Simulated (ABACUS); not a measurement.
A self-consistent single point of Au (P2_1/m, 2 atoms in the cell; from Materials Project mp-1008634, changed as shown) with ABACUS.

Method: PBEsol, numerical atomic orbitals TZP (confined pseudo-atomic orbitals with Gaussian additions; energy shift 0.01 Ry), PseudoDojo 0.4 standard norm-conserving PBEsol (tails mended) pseudopotentials in ABACUS.

The change in words: lattice vector a scaled by 1.01. Reference geometry (Cmcm):
```
Au
1.0
    1.41131    -2.55593     0.00000
    1.41131     2.55593     0.00000
    0.00000     0.00000     4.89317
Au
2
Direct
  0.66533   0.33467   0.25000
  0.33467   0.66533   0.75000
```

Reference input (self-consistent single point, DFT, PBEsol, numerical atomic orbitals TZP (confined pseudo-atomic orbitals with Gaussian additions; energy shift 0.01 Ry), PseudoDojo 0.4 standard norm-conserving PBEsol (tails mended) pseudopotentials): basis = TZP numerical atomic orbitals, energy shift 0.01 Ry; KPT = Gamma 12 12 6 0 0 0; basis_type = lcao; ecutwfc = 100 Ry; smearing_method = mp; smearing_sigma = 0.00734986 Ry; potentials = PseudoDojo 0.4 standard norm-conserving PBEsol (tails mended); symmetry = 1; symmetry_prec = 1e-05; ks_solver = genelpa; scf_nmax = 100; scf_thr = 1.0e-06. This run's input differs from it in these lines:

```diff
@@ -30,3 +30,3 @@
 LATTICE_VECTORS
-   1.4113100000   -2.5559350000    0.0000000000
+   1.4254230000   -2.5814940000    0.0000000000
    1.4113100000    2.5559350000    0.0000000000
@@ -40,4 +40,4 @@
 2
-   1.4113100000   -0.8451454671    1.2232925000
-   1.4113100000    0.8451454671    3.6698775000
+   1.4206998023   -0.8621506366    1.2232925000
+   1.4160331977    0.8365916366    3.6698775000
 # file: KPT
```

The program printed (abridged):

```
 SELF-CONSISTENT
 -------------------------------------------

                  longest orb rcut (Bohr) = 6.9
   longest nonlocal projector rcut (Bohr) = 1.62
                     search radius (Bohr) = 17

                          real space grid = [ 36, 36, 60 ]
                                 init_chg = atomic

 LCAO ALGORITHM --------------- ION=   1  ELEC=   1--------------------------------

 Density error is 0.0494937457715
 E_KohnSham     -589.6136030273      -8022.1046194815
 E_Fermi        1.4612542149         19.8813835498

 LCAO ALGORITHM --------------- ION=   1  ELEC=   2--------------------------------

   [... lines left out ...]

   [... 3 blocks of this kind left out ...]

 LCAO ALGORITHM --------------- ION=   1  ELEC=   6--------------------------------

 Density error is 1.42017527184e-06
 E_KohnSham     -589.6649746562      -8022.8035663502
 E_Fermi        1.4105473118         19.1914807386

 LCAO ALGORITHM --------------- ION=   1  ELEC=   7--------------------------------

 Density error is 2.78695906649e-07
 E_KohnSham     -589.6649746563      -8022.8035663508
 E_KS(sigma->0) -589.6649656134      -8022.8034433169
 E_entropy(-TS) -0.0000271285        -0.0003691017
 E_Fermi        1.4105476435         19.1914852527
 charge density convergence is achieved
 final etot is -8022.8035664 eV
 EFERMI = 19.191485253 eV

 STATE ENERGY(eV) AND OCCUPATIONS    NSPIN == 1
   [... 26 lines left out ...]

 TOTAL-FORCE (eV/Angstrom)
                       Au1         0.0031167793        -0.0053471736         0.0000000000
                       Au2        -0.0031167793         0.0053471736         0.0000000000

 TOTAL-STRESS (KBAR)
       -71.0798598712        -1.0778127356         0.0000000000
        -1.0778127356       -67.4730277625         0.0000000000
         0.0000000000         0.0000000000       -65.5404694919
 TOTAL-PRESSURE: -68.031119 KBAR

 --------------------------------------------
 !FINAL_ETOT_IS -8022.8035663508053403 eV
 --------------------------------------------
```

The run converged in 7 iterations. Against the reference run the free energy goes up by 6.8 meV/atom and the pressure goes from -5.45 to -6.80 GPa.

The atom-centred basis is finite, which shifts total energies and pressures against plane waves. The structure comes from a collection of computed structures, made at another level of theory; the collection holds predicted forms beside known ones.

Cost on one core: around 20 core-seconds (rough).

The atomic orbitals were generated for these runs; they are not ABACUS's published sets and were checked against plane waves on a few crystals only.

“Tails mended”: in these copies of the files the far tail of each local potential was reset to the Coulomb form.
